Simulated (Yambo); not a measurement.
G0W0@LDA for a free-standing MoS$_{2}$ monolayer (symmetry P-6m2, slab cell 16.1 Å high) in Yambo. Reference settings: 9×9×1 Γ-centred k mesh, bands 2 to 79 and a 6 Ry block in the screening, 79 bands in G with the Bruneval-Gonze terminator, plasmon pole fitted at 27.2 eV, slab-truncated Coulomb interaction, stochastic integration of W near q = 0. The LDA gap K → K on this mesh is 1.86 eV; G0W0 gaps are taken between the same points.

Gap (K → K) in eV against the number of bands and the screening block, terminator on:

```json
[
 {"bands (W and G)": "21", "3 Ry": "2.734", "4 Ry": "2.749", "5 Ry": "2.739", "6 Ry": "2.740"},
 {"bands (W and G)": "32", "3 Ry": "2.704", "4 Ry": "2.727", "5 Ry": "2.711", "6 Ry": "2.712"},
 {"bands (W and G)": "45", "3 Ry": "2.712", "4 Ry": "2.738", "5 Ry": "2.722", "6 Ry": "2.723"},
 {"bands (W and G)": "62", "3 Ry": "2.707", "4 Ry": "2.735", "5 Ry": "2.716", "6 Ry": "2.718"},
 {"bands (W and G)": "79", "3 Ry": "2.704", "4 Ry": "2.734", "5 Ry": "2.712", "6 Ry": "2.714"}
]
```

Rough cost of the Yambo step against the reference (shared machines):

| bands (W and G) | 3 Ry | 4 Ry | 5 Ry | 6 Ry |
|---|---|---|---|---|
| 21 | 1/6 | 1/6 | 1/5 | 1/4 |
| 32 | 1/3 | 1/3 | 1/3 | 1/3 |
| 45 | 1/3 | 1/3 | 1/2 | 1/2 |
| 62 | ~1 | ~1 | ~1 | ~1 |
| 79 | ~1 | ~1 | ~1 | 1 |

At the largest block the last step in bands moves the gap by -0.004 eV; at the most bands the last step in the block moves it by 0.002 eV.

Spin-orbit splittings are left out.

Geometry relaxed with LDA; primitive cell a = b = 3.1203 Å, c = 16.1000 Å, α = β = 90.00°, γ = 120.00°.
